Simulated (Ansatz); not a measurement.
NaF (rock salt), relaxed with r²SCAN (Ansatz, a quantum-chemistry and plane-wave program, plane waves, PAW): a = b = c = 4.5943 Å, α = β = γ = 90.00°.

| Item | Result |
|---|---|
| gap (eV) | 7.28 |
| B₀ by P(V) fit (GPa) | 54.4 |

### Question
The same phase is relaxed and computed with HSE06 in the same code. What are the cell and these values now?

### Answer
a = b = c = 4.638 Å, α = β = γ = 90.00°.

- gap (eV): 8.46
- B₀ by P(V) fit (GPa): 49.3

All cells were relaxed under the symmetry of their starts (and spin orders); stability against distortions was not tested throughout.

Potentials: the later of the program's two PAW sets.

Ansatz is a plane-wave DFT program.
